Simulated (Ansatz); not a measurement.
Calculated with Ansatz: Cd2B8Au3, relaxation

Run with:

```bash
ansatz run input.yaml --threads 2 --pin off --max-ram 2560MiB --backend cpu --events-out ev --progress --plain --runs-dir out
```

The input file (Ansatz 0.2.0, plane waves):

```yaml
crystal:
  lattice:
    - [0.0, 5.902791, 0.0]
    - [5.491181, -2.951395, 0.0]
    - [1.674033, 0.0, -4.724692]
  atoms:
    - { symbol: Au, position: [0.261, 0.0, 0.0] }
    - { symbol: Au, position: [0.739, 0.0, 0.0] }
    - { symbol: B, position: [0.082, 0.164, 0.101] }
    - { symbol: B, position: [0.918, 0.836, 0.899] }
    - { symbol: Au, position: [0.0, 0.0, 0.5] }
    - { symbol: B, position: [0.324, 0.182, 0.61] }
    - { symbol: B, position: [0.142, 0.818, 0.39] }
    - { symbol: B, position: [0.676, 0.818, 0.39] }
    - { symbol: B, position: [0.858, 0.182, 0.61] }
    - { symbol: Cd, position: [0.7202, 0.4404, 0.343] }
    - { symbol: Cd, position: [0.2798, 0.5596, 0.657] }
    - { symbol: B, position: [0.601, 0.202, 0.066] }
    - { symbol: B, position: [0.399, 0.798, 0.934] }
  symmetry: { tolerance: 0.0003 }
kpoints:
  mp_grid: { grid: [4, 4, 4], shift: [0, 0, 0] }
magnetization:
  spin_polarized: false
scf:
  occupations: { method: fermi_dirac }
  lower_state_search: "off"
hamiltonian:
  pseudopotentials: { kind: paw }
  xc: pbesol
basis:
  ecutwfc: 420
  fft_grid_basis: typed
relax:
  max_steps: 80
  cell: { p_target: 20.0 }
output:
  forces: true
  stress: true
  eigenvalues: true
  bader: false
  populations: true
  elf: true
  write_potential: true
  volumetric_format: npy
  dos:
    e_range: [-12, 8]
    de: 0.05
    projected: { site_lists: { Au: [Au], B: [B], Cd: [Cd] } }
  write_density: true
checkpoint:
  read: saved_state
```

Origin of the cell: a known structure type with other elements, at an estimated volume, so it need not be a known compound.

The smearing width isn't typed, so it takes its default of 0.1 eV.

The saved state is a converged single point of the same cell.

Steps («new basis» is an SCF on plane waves selected anew at the same cell):

| step | ΔH (meV/atom) | max force component (eV/Å) | P (GPa) | volume (Å³) | SCF iterations | step was |
| --- | --- | --- | --- | --- | --- | --- |
| 1 | 0.0 | 6.277 | 75.09 | 153.14 | 6 | accepted |
| 3 | -775.4 | 1.824 | 25.61 | 162.31 | 8 | accepted |
| 5 | -1071.1 | 2.549 | 21.58 | 154.54 | 7 | accepted |
| 7 | -1367.2 | 2.539 | 27.28 | 146.11 | 8 | accepted |
| 9 | -1574.0 | 1.668 | 20.41 | 145.79 | 7 | accepted |
| 11 | -1634.5 | 0.856 | 21.28 | 142.88 | 7 | accepted |
| 13 | -1679.6 | 0.477 | 18.06 | 141.87 | 7 | accepted |
| 15 | -1766.7 | 1.635 | 19.54 | 135.25 | 6 | accepted |
| 17 | -1831.0 | 0.366 | 18.95 | 133.40 | 7 | accepted |
| 19 | -1844.4 | 0.437 | 21.71 | 131.83 | 6 | accepted |
| 21 | -1851.2 | 0.801 | 21.67 | 131.48 | 6 | rejected |
| 23 | -1860.0 | 0.250 | 19.40 | 131.74 | 6 | accepted |
| 25 | -1867.7 | 0.318 | 20.15 | 131.03 | 6 | accepted |
| 27 | -1850.5 | 1.465 | 24.16 | 131.58 | 7 | rejected |
| 29 | -1886.8 | 0.203 | 20.75 | 131.64 | 6 | accepted |
| 31 | -1887.3 | 0.068 | 20.44 | 131.72 | 5 | accepted |
| 33 | -1887.4 | 0.005 | 20.04 | 131.91 | 5 | accepted |
| 35 | -1917.1 | 0.016 | 23.65 | 131.92 | 8 | new basis |
| 37 | -1928.3 | 0.103 | 19.13 | 134.38 | 6 | accepted |
| 39 | -1928.9 | 0.034 | 20.00 | 133.87 | 5 | accepted |
| 41 | -1929.0 | 0.021 | 20.06 | 133.80 | 6 | accepted |
| 43 | -1929.0 | 0.018 | 19.98 | 133.84 | 5 | accepted |
| 45 | -1929.3 | 0.007 | 20.03 | 133.83 | 5 | new basis |
| 47 | -1929.3 | 0.005 | 19.98 | 133.85 | 5 | new basis |

Step 1, with forces in eV/Å:

```xyz
13
Lattice="0.000 5.903 0.000 5.491 -2.951 0.000 1.674 0.000 -4.725" Properties=species:S:1:pos:R:3:forces:R:3 pbc="T T T" step=1
Au    0.000    1.541    0.000    0.000    2.278    0.000
Au    0.000    4.362    0.000    0.000   -2.278    0.000
B     1.070    0.000   -0.477    5.136    0.000    3.280
B     6.096    2.951   -4.247   -5.136    0.000   -3.280
Au    0.837    0.000   -2.362    0.000    0.000    0.000
B     2.021    1.375   -2.882    4.312    3.110    3.777
B     5.145   -1.576   -1.843   -4.312    3.110   -3.777
B     5.145    1.576   -1.843   -4.312   -3.110   -3.777
B     2.021    4.527   -2.882    4.312   -3.110    3.777
Cd    2.993    2.951   -1.621    0.747    0.000    0.632
Cd    4.173    0.000   -3.104   -0.747    0.000   -0.632
B     1.220    2.951   -0.312    6.277    0.000   -1.660
B     5.946    0.000   -4.413   -6.277    0.000    1.660
```

Step 6, with forces in eV/Å:

```xyz
13
Lattice="0.000 6.351 0.000 4.501 -3.175 -0.531 1.829 0.000 -5.445" Properties=species:S:1:pos:R:3:forces:R:3 pbc="T T T" step=6
Au    0.000    1.718    0.000    0.000   -0.277    0.000
Au    0.000    4.633    0.000    0.000    0.277    0.000
B     1.270    0.000   -0.608    2.498    0.000   -0.264
B     5.059    3.175   -5.367   -2.498    0.000    0.264
Au    0.914    0.000   -2.722    0.000    0.000    0.000
B     2.112    1.620   -3.324    0.312    0.061   -0.203
B     4.218   -1.555   -2.651   -0.312    0.061    0.203
B     4.218    1.555   -2.651   -0.312   -0.061    0.203
B     2.112    4.730   -3.324    0.312   -0.061   -0.203
Cd    2.743    3.175   -2.078   -0.355    0.000   -0.058
Cd    3.587    0.000   -3.897    0.355    0.000    0.058
B     1.469    3.175   -0.332    1.702    0.000    1.553
B     4.860    0.000   -5.643   -1.702    0.000   -1.553
```

Step 11, with forces in eV/Å:

```xyz
13
Lattice="0.000 7.126 0.000 3.689 -3.563 -0.843 1.850 0.000 -5.859" Properties=species:S:1:pos:R:3:forces:R:3 pbc="T T T" step=11
Au    0.000    1.665    0.000    0.000   -0.319    0.000
Au    0.000    5.460    0.000    0.000    0.319    0.000
B     1.207    0.000   -0.833    0.193    0.000   -0.276
B     4.331    3.563   -5.868   -0.193    0.000    0.276
Au    0.925    0.000   -2.929    0.000    0.000    0.000
B     2.033    1.674   -3.705    0.105    0.089    0.112
B     3.505   -1.889   -2.996   -0.105    0.089   -0.112
B     3.505    1.889   -2.996   -0.105   -0.089   -0.112
B     2.033    5.452   -3.705    0.105   -0.089    0.112
Cd    1.949    3.563   -2.241    0.175    0.000    0.280
Cd    3.590    0.000   -4.461   -0.175    0.000   -0.280
B     0.856    3.563    0.010    0.856    0.000    0.023
B     4.682    0.000   -6.711   -0.856    0.000   -0.023
```

Step 16, with forces in eV/Å:

```xyz
13
Lattice="0.000 7.776 0.000 3.190 -3.888 -0.116 1.072 0.000 -5.463" Properties=species:S:1:pos:R:3:forces:R:3 pbc="T T T" step=16
Au    0.000    1.973    0.000    0.000   -0.217    0.000
Au    0.000    5.803    0.000    0.000    0.217    0.000
B     0.762    0.000   -0.567   -0.686    0.000    0.491
B     3.500    3.888   -5.012    0.686    0.000   -0.491
Au    0.536    0.000   -2.732    0.000    0.000    0.000
B     1.310    2.007   -3.103    0.675   -0.334   -0.043
B     2.951   -1.881   -2.476   -0.675   -0.334    0.043
B     2.951    1.881   -2.476   -0.675    0.334    0.043
B     1.310    5.769   -3.103    0.675    0.334   -0.043
Cd    1.416    3.888   -1.729   -0.435    0.000   -0.048
Cd    2.845    0.000   -3.850    0.435    0.000    0.048
B     0.772    3.888    0.444    0.507    0.000    0.388
B     3.490    0.000   -6.023   -0.507    0.000   -0.388
```

Step 22, with forces in eV/Å:

```xyz
13
Lattice="0.000 7.514 0.000 3.229 -3.757 -0.176 1.136 0.000 -5.490" Properties=species:S:1:pos:R:3:forces:R:3 pbc="T T T" step=22
Au    0.000    2.069    0.000    0.000   -0.019    0.000
Au    0.000    5.445    0.000    0.000    0.019    0.000
B     0.636    0.000   -0.557   -0.097    0.000   -0.006
B     3.729    3.757   -5.109    0.097    0.000    0.006
Au    0.568    0.000   -2.745    0.000    0.000    0.000
B     1.396    2.007   -3.184   -0.111    0.096    0.030
B     2.969   -1.750   -2.482    0.111    0.096   -0.030
B     2.969    1.750   -2.482    0.111   -0.096   -0.030
B     1.396    5.507   -3.184   -0.111   -0.096    0.030
Cd    1.423    3.757   -1.610   -0.064    0.000   -0.034
Cd    2.943    0.000   -4.056    0.064    0.000    0.034
B     1.050    3.757    0.929    0.037    0.000    0.069
B     3.316    0.000   -6.594   -0.037    0.000   -0.069
```

Step 26, with forces in eV/Å:

```xyz
13
Lattice="0.000 7.431 0.000 3.193 -3.716 -0.023 0.993 0.000 -5.515" Properties=species:S:1:pos:R:3:forces:R:3 pbc="T T T" step=26
Au    0.000    2.037    0.000    0.000   -0.101    0.000
Au    0.000    5.394    0.000    0.000    0.101    0.000
B     0.646    0.000   -0.573    0.060    0.000   -0.154
B     3.541    3.716   -4.964   -0.060    0.000    0.154
Au    0.497    0.000   -2.757    0.000    0.000    0.000
B     1.325    2.158   -3.153    0.102    0.284   -0.131
B     2.862   -1.558   -2.384   -0.102    0.284    0.131
B     2.862    1.558   -2.384   -0.102   -0.284    0.131
B     1.325    5.273   -3.153    0.102   -0.284   -0.131
Cd    1.429    3.716   -1.423    0.315    0.000   -0.179
Cd    2.757    0.000   -4.114   -0.315    0.000    0.179
B     1.015    3.716    1.321   -0.246    0.000   -0.119
B     3.171    0.000   -6.859    0.246    0.000    0.119
```

Step 32, with forces in eV/Å:

```xyz
13
Lattice="0.000 7.227 0.000 3.290 -3.613 0.037 0.971 0.000 -5.540" Properties=species:S:1:pos:R:3:forces:R:3 pbc="T T T" step=32
Au    0.000    1.999    0.000    0.000   -0.009    0.000
Au    0.000    5.228    0.000    0.000    0.009    0.000
B     0.689    0.000   -0.594   -0.012    0.000    0.008
B     3.573    3.613   -4.909    0.012    0.000   -0.008
Au    0.486    0.000   -2.770    0.000    0.000    0.000
B     1.333    2.189   -3.163   -0.002    0.004    0.004
B     2.929   -1.424   -2.340    0.002    0.004   -0.004
B     2.929    1.424   -2.340    0.002   -0.004   -0.004
B     1.333    5.038   -3.163   -0.002   -0.004    0.004
Cd    1.559    3.613   -1.368    0.002    0.000    0.004
Cd    2.703    0.000   -4.135   -0.002    0.000   -0.004
B     1.033    3.613    1.413   -0.005    0.000    0.004
B     3.228    0.000   -6.916    0.005    0.000   -0.004
```

Step 39, with forces in eV/Å:

```xyz
13
Lattice="0.000 7.601 0.000 3.160 -3.801 -0.008 0.970 0.000 -5.576" Properties=species:S:1:pos:R:3:forces:R:3 pbc="T T T" step=39
Au    0.000    2.071    0.000    0.000   -0.006    0.000
Au    0.000    5.531    0.000    0.000    0.006    0.000
B     0.628    0.000   -0.597    0.010    0.000   -0.034
B     3.502    3.801   -4.987   -0.010    0.000    0.034
Au    0.485    0.000   -2.788    0.000    0.000    0.000
B     1.315    2.268   -3.183   -0.003   -0.024    0.009
B     2.815   -1.532   -2.401    0.003   -0.024   -0.009
B     2.815    1.532   -2.401    0.003    0.024   -0.009
B     1.315    5.333   -3.183   -0.003    0.024    0.009
Cd    1.437    3.801   -1.410    0.000    0.000    0.000
Cd    2.693    0.000   -4.174    0.000    0.000    0.000
B     0.988    3.801    1.357    0.001    0.000   -0.031
B     3.142    0.000   -6.941   -0.001    0.000    0.031
```

Step 47, with forces in eV/Å:

```xyz
13
Lattice="0.000 7.658 0.000 3.142 -3.829 -0.028 0.982 0.000 -5.572" Properties=species:S:1:pos:R:3:forces:R:3 pbc="T T T" step=47
Au    0.000    2.082    0.000    0.000    0.003    0.000
Au    0.000    5.576    0.000    0.000   -0.003    0.000
B     0.620    0.000   -0.597    0.000    0.000    0.000
B     3.503    3.829   -5.003    0.000    0.000    0.000
Au    0.491    0.000   -2.786    0.000    0.000    0.000
B     1.314    2.256   -3.186   -0.005    0.000    0.002
B     2.810   -1.573   -2.414    0.005    0.000   -0.002
B     2.810    1.573   -2.414    0.005    0.000   -0.002
B     1.314    5.403   -3.186   -0.005    0.000    0.002
Cd    1.416    3.829   -1.433   -0.001    0.000    0.002
Cd    2.707    0.000   -4.167    0.001    0.000   -0.002
B     0.981    3.829    1.316    0.004    0.000   -0.001
B     3.143    0.000   -6.916   -0.004    0.000    0.001
```

```yaml
Enthalpy_lowered_by: 1929.3 meV/atom
Volume_change: -12.60 %
Final_pressure: 19.98 GPa
Relaxation_steps_listed: 47
```

Caveats: no moments, though an odd count or open d shells may carry them; no spin-orbit coupling, though heavy elements are present; the given cell is far from equilibrium, with atoms too close or a volume far off; the k mesh is coarse if the cell is a metal; the relaxation held the start's symmetry, so the end may be a saddle point.

Time: 16 min on 2 threads of Arm Neoverse N1, with other jobs on the host, peak memory 0.62 GiB, from a saved density.
